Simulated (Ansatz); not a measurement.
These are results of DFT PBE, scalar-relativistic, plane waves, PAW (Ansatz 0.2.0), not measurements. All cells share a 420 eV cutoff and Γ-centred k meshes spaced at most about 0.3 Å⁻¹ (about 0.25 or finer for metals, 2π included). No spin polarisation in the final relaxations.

Temperature and zero-point effects are left out. All come from trial cells, and lower structures may exist.

Question: Order these relaxed structures of AlGa₂As₃ by energy, lowest first, with the energy over the lowest of them.
A.

```
Al Ga As
1.0
     3.37185    0.00000    0.00000
     0.00000    3.37185    0.00000
     0.00000    0.00000   11.04790
Al Ga As
1 2 3
Direct
  0.50000 0.50000 0.00000
  0.50000 0.50000 0.34804
  0.50000 0.50000 0.65196
  0.00000 0.00000 0.88234
  0.00000 0.00000 0.11766
  0.00000 0.00000 0.50000
```

B.

```
Al Ga As
1.0
     4.78623    0.00000    0.00000
    -2.39312    4.14500    0.00000
     0.00000    0.00000    9.63110
Al Ga As
1 2 3
Direct
  0.33333 0.66667 0.00000
  0.66667 0.33333 0.00000
  0.00000 0.00000 0.00000
  0.66667 0.33333 0.26103
  0.66667 0.33333 0.73897
  0.66667 0.33333 0.50000
```

C.

```
Al Ga As
1.0
     4.44550    0.00000    0.00000
    -2.22275    3.84992    0.00000
     0.00000    0.00000    7.58826
Al Ga As
1 2 3
Direct
  0.66667 0.33333 0.00000
  0.33333 0.66667 0.25838
  0.33333 0.66667 0.74162
  0.66667 0.33333 0.50000
  0.00000 0.00000 0.00000
  0.00000 0.00000 0.50000
```

D.

```
Al Ga As
1.0
     6.42767    0.00000    0.00000
    -3.21383    5.56652    0.00000
     0.00000    0.00000    3.84110
Al Ga As
1 2 3
Direct
  0.00000 0.00000 0.50000
  0.33333 0.66667 0.50000
  0.66667 0.33333 0.50000
  0.00000 0.50000 0.00000
  0.50000 0.00000 0.00000
  0.50000 0.50000 0.00000
```

Answer: A (0 meV/atom), C (81 meV/atom), D (260 meV/atom), B (524 meV/atom). Forms: A Al and Ga ordered on caesium chloride sites, P4/mmm; C P-6m2; D P6/mmm; B P-6m2. Counting As atoms around Al and Ga (those within 1.25 times the shortest such distance or 1.15 times the sum of covalent radii; a plus sign parts nearer from farther groups; the shortest distance is added where it exceeds 1.18 times the sum of covalent radii; a slash parts the counts of unlike sites): A has Al 8, Ga 4+4 from 2.9 Å; C has Al 3, Ga 9 from 3.2 Å; D has Al 12 from 3.7 Å, Ga 6; B has Al 6 from 3.7 Å, Ga 2/6 from 3.7 Å. A holds As–As pairs (shortest 2.60 Å); C holds As–As nets (shortest 2.57 Å); B holds As–As units of three or more atoms (shortest 2.30 Å) (bonds between like non-metal atoms; other contacts aren't counted). Even the lowest lies +0.13 eV/atom against the elements.

No dispersion correction is applied, so the spacing and binding between layers, chains or molecules are poorly described (P4/mmm), and this can change margins and order among such cells. Cells relaxed within their symmetry can be saddle points. Some structure types and database cells were kept out of the candidates from the start, so a known form may be missing.
